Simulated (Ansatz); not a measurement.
BeSe (zinc blende, F-43m) under volume change, the program Ansatz at the PBEsol level (PAW), scaled uniformly.

```
V (Å³/atom)  E − E(relaxed) (meV/atom)  P (GPa)
-----------  -------------------------  -------
15.347                            39.5     9.00
15.853                            16.6     5.54
16.359                             4.0     2.57
16.865                             0.0     0.00
17.371                             3.6    -2.22
17.877                            13.7    -4.14
18.383                            29.5    -5.80
```

Task: What does a third-order Birch–Murnaghan fit give for V₀, B₀ and B′?

Result: V₀ = 16.86 Å³/atom, B₀ = 79.5 GPa, B′ = 3.9.

The cell was relaxed with PBEsol under the symmetry of its start.

Potentials: the later of the program's two PAW sets.
